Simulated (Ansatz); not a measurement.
# Convergence of Al3Pd with the k-point mesh

Theory: DFT PBE, scalar-relativistic, plane waves, PAW (Ansatz).

```
Al Pd
1.0
     3.94691    0.00000    0.00000
     0.00000    3.94691    0.00000
     0.00000    0.00000    3.94691
Al Pd
3 1
Direct
  0.00000 0.50000 0.50000
  0.50000 0.00000 0.50000
  0.50000 0.50000 0.00000
  0.00000 0.00000 0.00000
```

```json
{
 "plane-wave cutoff": "420 eV",
 "occupation rule": "Gaussian smearing, 0.1 eV",
 "spin treatment": "unpolarised"
}
```

The atoms stay fixed while the k-point mesh is varied. ΔE is the energy extrapolated to zero smearing, less that of the reference run (16×16×16). The cell isn't necessarily relaxed at this level. The meshes are Γ-centred. Pressure is positive in compression.

Task: One run gave ΔE = -1.83 meV/atom and P = 0.91 GPa. Which k-point mesh did it use, of 1×1×1, 2×2×2, 4×4×4, 6×6×6, 8×8×8, 10×10×10, 12×12×12, 14×14×14?

Result: 8×8×8. All runs:

```
    mesh  ΔE (meV/atom) P (GPa) irreducible points
   1×1×1           1055   -11.22                   1
   2×2×2            316    -0.99                   4
   4×4×4          -14.0     1.17                  10
   6×6×6          -5.13     1.22                  20
   8×8×8          -1.83     0.91                  35
10×10×10           0.57     1.21                  56
12×12×12           2.47     1.23                  84
14×14×14           1.13     1.24                 120
16×16×16           0.00     1.20                 165
```